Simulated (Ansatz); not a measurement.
**ZrCd: input, output and frames of a trajectory**

These are results of DFT PBEsol, scalar-relativistic, plane waves, PAW (Ansatz 0.2.0), not measurements. Cutoff 420 eV, shifted (0.5, 0.5, 0.5 steps) 4×4×2 k-points, Fermi–Dirac smearing of 0.26 eV. The mesh is coarse. No spin polarisation.

20 atoms, starting at 1.06 times the perfect crystal's volume (space group P4/nmm); Langevin thermostat at 3000 K (friction 0.02 fs⁻¹), fixed cell; 41 steps of 3 fs. The run is short and not equilibrated.

The calculation finished and met its thresholds.

Time: 14 min on 4 threads of Intel(R) Xeon(R) Platinum 8488C (Sapphire Rapids), with other jobs on the host, peak memory 3.2 GiB.

Command:
```bash
ansatz run input.yaml --threads 4 --pin off --max-ram 9216MiB --backend cpu --events-out ev --progress --plain --runs-dir out
```

Input:
```yaml
crystal:
  lattice:
    - [-3.1420481022, 6.2840962044, 0.0]
    - [-6.2840962044, -3.1420481022, 0.0]
    - [0.0, 0.0, 9.0358459894]
  atoms:
    - { symbol: Zr, position: [0.4231153579, 0.3144261595, 0.877868626] }
    - { symbol: Zr, position: [0.7877572844, 0.0847110986, 0.8478612761] }
    - { symbol: Zr, position: [0.2080588078, 0.9340661341, 0.8869634446] }
    - { symbol: Zr, position: [0.6280275724, 0.6997149639, 0.8779851664] }
    - { symbol: Zr, position: [1.0059221392, 0.4890685479, 0.8762436631] }
    - { symbol: Zr, position: [0.7121221205, 0.4222378308, 0.1288233444] }
    - { symbol: Zr, position: [0.1018983346, 0.2019956547, 0.1326917614] }
    - { symbol: Zr, position: [0.5292898327, 0.0303162719, 0.1240419669] }
    - { symbol: Zr, position: [0.9063542019, 0.792888735, 0.1342448195] }
    - { symbol: Zr, position: [0.2925506995, 0.6489045638, 0.1216978507] }
    - { symbol: Cd, position: [0.3938847583, 0.2992590684, 0.3923115819] }
    - { symbol: Cd, position: [0.8281655269, 0.0949500099, 0.3969172041] }
    - { symbol: Cd, position: [0.2308058991, 0.9310997184, 0.3765371083] }
    - { symbol: Cd, position: [0.5717541226, 0.6727166221, 0.3652901904] }
    - { symbol: Cd, position: [1.0158738631, 0.4724501483, 0.3883169428] }
    - { symbol: Cd, position: [0.2918755827, 0.6037669651, 0.6410210616] }
    - { symbol: Cd, position: [0.7036328583, 0.408875894, 0.6213123779] }
    - { symbol: Cd, position: [0.1313938314, 0.1835933403, 0.6368919372] }
    - { symbol: Cd, position: [0.4707160341, 0.0204420804, 0.6015301876] }
    - { symbol: Cd, position: [0.8868587382, 0.799705333, 0.5827437362] }
basis:
  ecutwfc: 420
kpoints:
  mp_grid: { grid: [4, 4, 2], shift: [0.5, 0.5, 0.5] }
hamiltonian:
  xc: pbesol
scf:
  occupations: { method: fermi_dirac, width: 0.2585 }
  lower_state_search: "off"
  convergence: { dr2_threshold: 1.0e-07 }
output:
  forces: true
  stress: true
md:
  timestep: 3.0
  n_steps: 41
  ensemble: nvt_langevin
  temperature: 3000.0
  initial_velocities: maxwell_boltzmann
  seed: 12332
  friction: 0.02
```

Output (its end):
```
...
Internal energy: -123122.508178 eV  (E = F + TS)
E sigma→0 (E₀):  -123124.346469 eV
Entropy (-TS):   -3.676581 eV (-183.829 meV/atom)
Fermi energy:    14.135308 eV
--- Per-component energies (eV) ---
  E_band       = -4966.448444
  E_kinetic    = 8382.873573
  E_local      = -45371.136924  (includes V_loc(G=0)·N_el)
  E_nonlocal   = 1171.127821
  E_hartree    = 20577.445204
  E_xc         = -3365.730902
  E_vxc        = -4122.937541  (∫ρ·V_xc dr)
  E_paw        = -69120.637587  (= ΣΔE_a)
  E_vpaw       = -6181.267886  (= ΣTr[D̂ρ^β])
  E_aug_tail   = 0.000359  (compensation charges beyond the density's cutoff)
  E_ewald      = -35401.526523
  E_core_change = 5.076801  (= ΣΔE_core)
  E_smearing   = -3.676581  (= −TS)
  E_closure    = 0.000000  (closes the sum)
  Σ components = -123126.184759   (vs F -123126.184759, Δ=0.00e0)
--- Forces (eV/Å), atoms counted from 1 ---
  atom   1  Zr     0.19457792    -0.29659842     0.00156902
  atom   2  Zr     1.75309130    -0.77258485    -0.28481907
  atom   3  Zr     0.15906357     0.81760254    -0.21914156
  atom   4  Zr    -1.90855334     0.91262370    -0.62469474
  atom   5  Zr    -1.72775965     0.63881453     1.10494563
  atom   6  Zr    -0.48740204    -0.90378611     1.79813136
  atom   7  Zr    -0.48636838    -0.27442858     1.91610515
  atom   8  Zr     1.12997432     1.20099179    -1.77498297
  atom   9  Zr     1.11053417    -1.10649457    -1.47986765
  atom  10  Zr     0.44919510    -0.17864595    -0.62254564
  atom  11  Cd    -0.32938442    -0.13356306     1.00404374
  atom  12  Cd     0.12138802    -0.90396887    -0.79688892
  atom  13  Cd    -0.57396040     0.63613420     0.52225535
  atom  14  Cd    -0.71950454    -0.45261558    -1.65270040
  atom  15  Cd     1.00907557     0.65548071    -1.74041603
  atom  16  Cd     0.07494653     0.73800523     0.47007658
  atom  17  Cd     1.88908031    -0.30535077     0.48799933
  atom  18  Cd    -1.86949816     0.63719174     1.58698700
  atom  19  Cd     0.55686350    -0.20105343    -0.46374857
  atom  20  Cd    -0.34532350    -0.70775724     0.76785861
  max |Σ_I F_I| component: 1.66e-4 eV/Å
--- Stress (GPa, compression-positive) ---
        0.514277       0.322363      -1.520379
        0.322363       0.776134       0.009241
       -1.520379       0.009241       1.479723
  P = ⅓ Tr σ = 0.9234 GPa (9.234 kbar)
--- MD trajectory: 41 steps, t = 0.0 → 123.0 fs ---
  final state: T = 3518.9 K   F+E_penalty+E_count = -123126.18475913 eV   E_kin = 9.097123 eV
```

Frames along the run (Å, eV/Å; dE is the potential energy from the first frame):

```xyz
20
Lattice="-3.142 6.284 0.000 -6.284 -3.142 0.000 0.000 0.000 9.036" Properties=species:S:1:pos:R:3:forces:R:3 pbc="T T T" time_fs=0.00 dE_eV=0.0000 T_K=2850
Zr   -3.305    1.671    7.932   -0.043   -0.278    0.076
Zr   -3.008    4.684    7.661   -0.666    0.355    0.491
Zr   -6.523   -1.627    8.014    0.798    0.442   -0.419
Zr   -6.370    1.748    7.933    0.051   -0.925   -0.354
Zr   -6.234    4.785    7.918   -0.143    0.012   -0.181
Zr   -4.891    3.148    1.164    0.764    0.120    0.017
Zr   -1.590    0.006    1.199   -0.280   -0.023   -0.368
Zr   -1.854    3.231    1.121    0.570    0.009    0.309
Zr   -7.830    3.204    1.213   -0.525   -0.364    0.157
Zr   -4.997   -0.200    1.100    0.847    0.934    0.166
Cd   -3.118    1.535    3.545   -0.837    0.014   -0.733
Cd   -3.199    4.906    3.586   -0.240   -0.632   -0.567
Cd   -6.576   -1.475    3.402    1.018   -0.260   -0.397
Cd   -6.024    1.479    3.301   -0.734    0.038    0.621
Cd   -6.161    4.899    3.509   -0.455   -0.364   -0.034
Cd   -4.711   -0.063    5.792   -0.364    0.026   -0.299
Cd   -4.780    3.137    5.614   -0.013    0.092   -0.127
Cd   -1.567    0.249    5.755   -0.143   -1.487   -0.198
Cd   -1.607    2.894    5.435    0.020    1.845    0.992
Cd   -7.812    3.060    5.266    0.375    0.445    0.849
20
Lattice="-3.142 6.284 0.000 -6.284 -3.142 0.000 0.000 0.000 9.036" Properties=species:S:1:pos:R:3:forces:R:3 pbc="T T T" time_fs=12.00 dE_eV=0.4020 T_K=1913
Zr   -3.381    1.732    7.910    0.575   -0.346    0.304
Zr   -2.996    4.731    7.596   -0.777    0.133    0.680
Zr   -6.544   -1.659    8.055    0.848    0.592   -0.558
Zr   -6.392    1.696    7.873   -0.028   -0.592    0.027
Zr   -6.223    4.822    7.862   -0.129   -0.329    0.019
Zr   -4.894    3.129    1.087    0.496    0.347    0.344
Zr   -1.724    0.055    1.163    0.116   -0.221    0.025
Zr   -1.782    3.201    1.160    0.242    0.121    0.112
Zr   -7.896    3.134    1.233   -0.256    0.008   -0.019
Zr   -4.944   -0.173    1.169    0.700    0.388   -0.457
Cd   -3.198    1.556    3.598   -0.159   -0.038   -1.125
Cd   -3.203    4.908    3.619   -0.262   -0.542   -0.670
Cd   -6.570   -1.493    3.463    1.121   -0.421   -0.919
Cd   -5.905    1.429    3.325   -1.428    0.330    0.572
Cd   -6.173    4.931    3.543   -0.412   -0.564   -0.086
Cd   -4.669    0.024    5.821   -0.548   -0.336   -0.414
Cd   -4.716    3.075    5.573   -0.368    0.505   -0.008
Cd   -1.541    0.340    5.687   -0.174   -2.054    0.292
Cd   -1.623    2.903    5.372    0.041    2.488    1.333
Cd   -7.780    3.038    5.324    0.404    0.530    0.548
20
Lattice="-3.142 6.284 0.000 -6.284 -3.142 0.000 0.000 0.000 9.036" Properties=species:S:1:pos:R:3:forces:R:3 pbc="T T T" time_fs=24.00 dE_eV=0.8943 T_K=1573
Zr   -3.435    1.758    7.839    1.027   -0.323    0.767
Zr   -2.997    4.781    7.598   -0.904   -0.144    0.758
Zr   -6.565   -1.657    8.067    0.852    0.638   -0.690
Zr   -6.411    1.674    7.814   -0.053   -0.378    0.439
Zr   -6.194    4.837    7.814   -0.230   -0.403    0.091
Zr   -4.886    3.121    1.046    0.287    0.475    0.463
Zr   -1.783    0.095    1.132    0.152   -0.447    0.228
Zr   -1.700    3.168    1.198   -0.163    0.323   -0.037
Zr   -7.982    3.106    1.252    0.135    0.126   -0.188
Zr   -4.919   -0.126    1.207    0.759   -0.132   -1.062
Cd   -3.263    1.520    3.613    1.037    0.010   -1.251
Cd   -3.233    4.910    3.645   -0.268   -0.489   -0.864
Cd   -6.541   -1.529    3.475    0.985   -0.196   -0.875
Cd   -5.804    1.369    3.354   -2.547    0.590    0.525
Cd   -6.241    4.913    3.558   -0.276   -0.614   -0.145
Cd   -4.699    0.089    5.830   -0.513   -0.780   -0.440
Cd   -4.667    3.056    5.515   -0.756    0.873    0.180
Cd   -1.488    0.375    5.610   -0.318   -1.864    0.695
Cd   -1.704    2.969    5.321    0.347    2.029    1.174
Cd   -7.773    2.987    5.384    0.449    0.705    0.233
20
Lattice="-3.142 6.284 0.000 -6.284 -3.142 0.000 0.000 0.000 9.036" Properties=species:S:1:pos:R:3:forces:R:3 pbc="T T T" time_fs=36.00 dE_eV=1.5799 T_K=1858
Zr   -3.435    1.818    7.766    1.244   -0.641    1.008
Zr   -3.013    4.811    7.581   -0.904   -0.220    0.960
Zr   -6.571   -1.640    8.031    0.799    0.513   -0.440
Zr   -6.386    1.693    7.768   -0.250   -0.509    0.727
Zr   -6.212    4.838    7.739   -0.130   -0.282    0.328
Zr   -4.866    3.094    0.996    0.168    0.717    0.643
Zr   -1.819    0.108    1.164    0.295   -0.581   -0.150
Zr   -1.607    3.121    1.266   -0.463    0.568   -0.304
Zr   -8.025    3.097    1.283    0.366    0.132   -0.499
Zr   -4.864   -0.074    1.201    0.714   -0.675   -1.505
Cd   -3.318    1.479    3.616    2.320    0.289   -1.188
Cd   -3.226    4.885    3.639   -0.304   -0.478   -0.965
Cd   -6.493   -1.629    3.472    0.972    0.368   -0.935
Cd   -5.740    1.281    3.353   -3.813    0.814    0.549
Cd   -6.288    4.895    3.616   -0.163   -0.688   -0.286
Cd   -4.723    0.119    5.782   -0.474   -0.935   -0.101
Cd   -4.664    3.068    5.485   -0.987    1.011    0.114
Cd   -1.443    0.402    5.523   -0.576   -1.781    1.234
Cd   -1.770    3.026    5.274    0.725    1.514    0.947
Cd   -7.783    2.963    5.450    0.461    0.864   -0.135
20
Lattice="-3.142 6.284 0.000 -6.284 -3.142 0.000 0.000 0.000 9.036" Properties=species:S:1:pos:R:3:forces:R:3 pbc="T T T" time_fs=48.00 dE_eV=2.0293 T_K=2181
Zr   -3.462    1.820    7.705    1.605   -0.661    1.109
Zr   -3.022    4.819    7.634   -0.926   -0.271    0.960
Zr   -6.542   -1.613    7.987    0.559    0.458   -0.192
Zr   -6.353    1.777    7.758   -0.541   -0.943    0.844
Zr   -6.227    4.840    7.661   -0.028   -0.124    0.641
Zr   -4.860    3.057    0.974    0.230    1.013    0.859
Zr   -1.806    0.101    1.226    0.314   -0.624   -0.618
Zr   -1.532    3.096    1.367   -0.639    0.666   -0.673
Zr   -8.071    3.099    1.256    0.596    0.138   -0.573
Zr   -4.786   -0.018    1.174    0.364   -0.847   -1.263
Cd   -3.314    1.430    3.643    2.273    0.640   -1.220
Cd   -3.223    4.866    3.619   -0.321   -0.464   -1.132
Cd   -6.455   -1.717    3.449    1.148    0.925   -0.884
Cd   -5.734    1.213    3.422   -3.827    0.764    0.091
Cd   -6.285    4.888    3.692   -0.247   -0.774   -0.478
Cd   -4.753    0.118    5.765   -0.526   -0.969    0.132
Cd   -4.711    3.120    5.468   -0.848    0.818    0.037
Cd   -1.431    0.414    5.441   -0.645   -1.518    1.916
Cd   -1.849    3.122    5.260    1.114    0.680    0.869
Cd   -7.804    2.924    5.507    0.347    1.093   -0.424
20
Lattice="-3.142 6.284 0.000 -6.284 -3.142 0.000 0.000 0.000 9.036" Properties=species:S:1:pos:R:3:forces:R:3 pbc="T T T" time_fs=60.00 dE_eV=2.4705 T_K=1951
Zr   -3.449    1.795    7.697    1.671   -0.645    0.672
Zr   -3.034    4.798    7.693   -0.821   -0.143    0.970
Zr   -6.519   -1.564    7.958    0.419    0.311   -0.067
Zr   -6.280    1.845    7.795   -1.183   -1.321    0.477
Zr   -6.217    4.848    7.566   -0.178    0.202    0.917
Zr   -4.903    3.059    0.927    0.575    1.354    1.358
Zr   -1.793    0.113    1.275    0.190   -0.792   -0.977
Zr   -1.510    3.062    1.448   -0.794    0.942   -0.915
Zr   -8.110    3.129    1.238    0.785   -0.001   -0.738
Zr   -4.780    0.060    1.165    0.296   -1.054   -1.068
Cd   -3.315    1.419    3.628    2.133    1.020   -0.948
Cd   -3.258    4.872    3.579   -0.166   -0.731   -1.181
Cd   -6.402   -1.778    3.408    1.272    1.483   -0.805
Cd   -5.762    1.176    3.513   -3.681    0.941   -0.599
Cd   -6.330    4.918    3.726   -0.234   -0.878   -0.584
Cd   -4.812    0.112    5.700   -0.248   -0.979    0.949
Cd   -4.785    3.198    5.453   -0.358    0.372    0.077
Cd   -1.345    0.396    5.371   -1.090   -1.067    2.407
Cd   -1.908    3.229    5.295    1.151   -0.237    0.651
Cd   -7.816    2.902    5.576    0.262    1.222   -0.596
20
Lattice="-3.142 6.284 0.000 -6.284 -3.142 0.000 0.000 0.000 9.036" Properties=species:S:1:pos:R:3:forces:R:3 pbc="T T T" time_fs=75.00 dE_eV=2.8237 T_K=2784
Zr   -3.423    1.751    7.684    1.850   -0.292    0.318
Zr   -3.100    4.842    7.814   -0.295   -0.278    0.492
Zr   -6.503   -1.505    7.900    0.329    0.320    0.173
Zr   -6.161    1.827    7.868   -2.364   -1.190   -0.606
Zr   -6.165    4.895    7.492   -0.654    0.294    1.233
Zr   -4.955    3.147    0.830    1.006    1.488    2.104
Zr   -1.778    0.153    1.252   -0.041   -1.038   -1.091
Zr   -1.585    3.025    1.511   -0.724    1.290   -1.086
Zr   -8.129    3.165    1.254    1.009   -0.175   -1.001
Zr   -4.872    0.153    1.146    0.503   -1.095   -0.470
Cd   -3.264    1.394    3.596    0.855    1.128   -0.591
Cd   -3.308    4.871    3.497   -0.147   -0.995   -1.177
Cd   -6.360   -1.789    3.366    1.254    1.909   -0.841
Cd   -5.871    1.210    3.640   -2.585    1.256   -1.472
Cd   -6.404    4.924    3.735   -0.083   -0.851   -0.871
Cd   -4.817    0.076    5.621    0.019   -0.942    1.673
Cd   -4.902    3.295    5.463    0.434   -0.222   -0.051
Cd   -1.209    0.358    5.320   -1.786   -0.757    2.768
Cd   -1.959    3.357    5.311    0.906   -0.888    0.642
Cd   -7.865    2.943    5.605    0.514    1.037   -0.147
20
Lattice="-3.142 6.284 0.000 -6.284 -3.142 0.000 0.000 0.000 9.036" Properties=species:S:1:pos:R:3:forces:R:3 pbc="T T T" time_fs=87.00 dE_eV=2.9079 T_K=3027
Zr   -3.384    1.755    7.685    1.778   -0.180    0.127
Zr   -3.142    4.917    7.896    0.072   -0.444    0.127
Zr   -6.441   -1.471    7.888    0.131    0.330    0.220
Zr   -6.088    1.731    7.908   -2.674   -0.581   -0.926
Zr   -6.125    4.915    7.457   -0.831    0.273    1.501
Zr   -4.891    3.214    0.798    0.628    1.202    2.107
Zr   -1.721    0.173    1.200   -0.449   -0.924   -0.930
Zr   -1.667    3.051    1.526   -0.427    1.296   -1.147
Zr   -8.149    3.214    1.310    1.496   -0.464   -1.249
Zr   -4.925    0.221    1.194    0.668   -1.134   -0.238
Cd   -3.229    1.375    3.544    0.229    0.965   -0.117
Cd   -3.401    4.853    3.446    0.120   -1.062   -1.186
Cd   -6.349   -1.737    3.331    0.814    1.899   -0.369
Cd   -5.980    1.290    3.747   -1.842    1.056   -1.665
Cd   -6.459    4.890    3.749   -0.124   -0.416   -1.260
Cd   -4.847    0.004    5.610    0.156   -0.600    1.432
Cd   -4.999    3.352    5.412    1.139   -0.693    0.335
Cd   -1.104    0.289    5.300   -2.138   -0.315    2.708
Cd   -1.999    3.421    5.371    0.660   -1.036    0.456
Cd   -7.860    2.980    5.632    0.594    0.828    0.075
20
Lattice="-3.142 6.284 0.000 -6.284 -3.142 0.000 0.000 0.000 9.036" Properties=species:S:1:pos:R:3:forces:R:3 pbc="T T T" time_fs=99.00 dE_eV=2.6916 T_K=2400
Zr   -3.328    1.775    7.692    1.319   -0.133    0.207
Zr   -3.218    4.983    7.936    0.792   -0.593   -0.321
Zr   -6.342   -1.471    7.898   -0.070    0.381    0.153
Zr   -6.072    1.628    7.890   -2.284    0.060   -0.544
Zr   -6.090    4.927    7.467   -1.090    0.276    1.352
Zr   -4.837    3.323    0.812    0.024    0.138    1.683
Zr   -1.673    0.179    1.071   -0.758   -0.448   -0.134
Zr   -1.752    3.084    1.510   -0.022    1.242   -1.202
Zr   -8.143    3.237    1.380    1.722   -0.678   -1.383
Zr   -4.955    0.219    1.267    0.646   -0.751   -0.553
Cd   -3.236    1.390    3.470    0.110    0.718    0.219
Cd   -3.457    4.863    3.406    0.252   -1.112   -0.997
Cd   -6.384   -1.651    3.300    0.322    1.518    0.050
Cd   -6.067    1.376    3.818   -1.481    0.652   -1.750
Cd   -6.522    4.857    3.776    0.073    0.000   -1.689
Cd   -4.889   -0.075    5.587    0.201   -0.138    1.247
Cd   -5.043    3.356    5.380    1.741   -0.660    0.673
Cd   -1.062    0.242    5.292   -2.071    0.007    2.457
Cd   -1.982    3.448    5.458    0.422   -0.785    0.216
Cd   -7.820    3.072    5.639    0.153    0.307    0.316
20
Lattice="-3.142 6.284 0.000 -6.284 -3.142 0.000 0.000 0.000 9.036" Properties=species:S:1:pos:R:3:forces:R:3 pbc="T T T" time_fs=111.00 dE_eV=2.7392 T_K=2484
Zr   -3.285    1.801    7.712    0.958   -0.194    0.194
Zr   -3.286    5.019    7.902    1.428   -0.649   -0.408
Zr   -6.288   -1.474    7.895   -0.139    0.409    0.102
Zr   -6.059    1.536    7.918   -2.162    0.546   -0.558
Zr   -6.080    4.934    7.468   -1.438    0.273    1.097
Zr   -4.821    3.408    0.799   -0.304   -0.499    1.636
Zr   -1.684    0.202    0.909   -0.654    0.031    1.008
Zr   -1.852    3.156    1.549    0.591    0.924   -1.508
Zr   -8.133    3.275    1.420    1.605   -0.886   -1.537
Zr   -4.977    0.172    1.291    0.590   -0.319   -0.628
Cd   -3.252    1.424    3.393   -0.037    0.361    0.526
Cd   -3.444    4.876    3.378    0.022   -0.891   -0.702
Cd   -6.378   -1.558    3.282   -0.372    0.974    0.437
Cd   -6.174    1.477    3.837   -1.077    0.075   -1.734
Cd   -6.599    4.825    3.783    0.622    0.202   -1.724
Cd   -4.923   -0.106    5.588    0.107    0.440    0.831
Cd   -5.040    3.304    5.400    1.819   -0.304    0.646
Cd   -1.070    0.200    5.296   -1.985    0.302    1.843
Cd   -1.963    3.475    5.576    0.413   -0.648   -0.091
Cd   -7.827    3.164    5.632    0.014   -0.145    0.570
20
Lattice="-3.142 6.284 0.000 -6.284 -3.142 0.000 0.000 0.000 9.036" Properties=species:S:1:pos:R:3:forces:R:3 pbc="T T T" time_fs=123.00 dE_eV=3.1163 T_K=3519
Zr   -3.203    1.806    7.777    0.195   -0.297    0.002
Zr   -3.324    5.039    7.845    1.753   -0.773   -0.285
Zr   -6.266   -1.527    7.922    0.159    0.818   -0.219
Zr   -6.065    1.437    7.983   -1.909    0.913   -0.625
Zr   -6.096    4.847    7.480   -1.728    0.639    1.105
Zr   -4.798    3.506    0.765   -0.487   -0.904    1.798
Zr   -1.688    0.273    0.789   -0.486   -0.274    1.916
Zr   -1.918    3.174    1.561    1.130    1.201   -1.775
Zr   -8.059    3.341    1.449    1.111   -1.106   -1.480
Zr   -4.963    0.167    1.332    0.449   -0.179   -0.623
Cd   -3.260    1.510    3.324   -0.329   -0.134    1.004
Cd   -3.441    4.920    3.378    0.121   -0.904   -0.797
Cd   -6.410   -1.499    3.300   -0.574    0.636    0.522
Cd   -6.309    1.580    3.851   -0.720   -0.453   -1.653
Cd   -6.674    4.759    3.804    1.009    0.655   -1.740
Cd   -4.921   -0.082    5.620    0.075    0.738    0.470
Cd   -5.030    3.252    5.444    1.889   -0.305    0.488
Cd   -1.133    0.124    5.311   -1.869    0.637    1.587
Cd   -1.939    3.370    5.681    0.557   -0.201   -0.464
Cd   -7.851    3.232    5.646   -0.345   -0.708    0.768
```